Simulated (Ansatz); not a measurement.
A relaxed cell of CdSnSe₂ is given with its symmetry left out. The cell was found from a structure generator's guess, not taken from experiment.

All numbers below come from DFT PBE, scalar-relativistic, plane waves, PAW (Ansatz). Cutoff 420 eV, Γ-centred mesh, Gaussian smearing, no spin polarisation.

```cif
data_structure
_symmetry_space_group_name_H-M 'P 1'
_symmetry_Int_Tables_number 1
_cell_length_a 5.7095
_cell_length_b 5.7095
_cell_length_c 3.0659
_cell_angle_alpha 90.000
_cell_angle_beta 90.000
_cell_angle_gamma 90.000
_cell_volume 99.95
loop_
_atom_site_label
_atom_site_type_symbol
_atom_site_fract_x
_atom_site_fract_y
_atom_site_fract_z
_atom_site_occupancy
Cd1 Cd 0.50000 0.50000 0.50000 1
Sn1 Sn 0.00000 0.00000 0.00000 1
Se1 Se 0.50000 0.00000 0.00000 1
Se2 Se 0.00000 0.50000 0.00000 1
```

Formation energies are uncorrected and refer to the elements' standard structures at the same level. The references include grey tin.

Q: What space group does it have?

A: P4/mmm (No. 123). Conventional cell: a = 5.710 Å, c = 3.066 Å. Around Cd lie 2 Cd at 3.07 Å and 8 Se at 3.24 Å; Sn has 4 Se at 2.85 Å and 2 Sn at 3.07 Å; Se has 2 Sn at 2.85 Å, 2 Se at 3.07 Å and 4 Cd at 3.24 Å.

Q: What is its formation energy per atom?

A: −0.10 eV/atom. Whether it is stable depends on the other phases of the system, which aren't compared here.

Q: Is it a metal?

A: Yes, bands cross the Fermi level on the 8×8×14 mesh.

Q: From what recipe could a structure generator have reached it?

A: One such recipe: perovskite family, infinite layers (P4/mmm, No. 123). Other recipes can lead to the same cell.

The last run used an 8×8×14 mesh (in the run's order of axes) for its 4-atom cell and Gaussian smearing of 0.10 eV. The reference form of Se is held partly by dispersion forces, which this level lacks. Symmetry constrained the relaxation, so the result can be a saddle point.
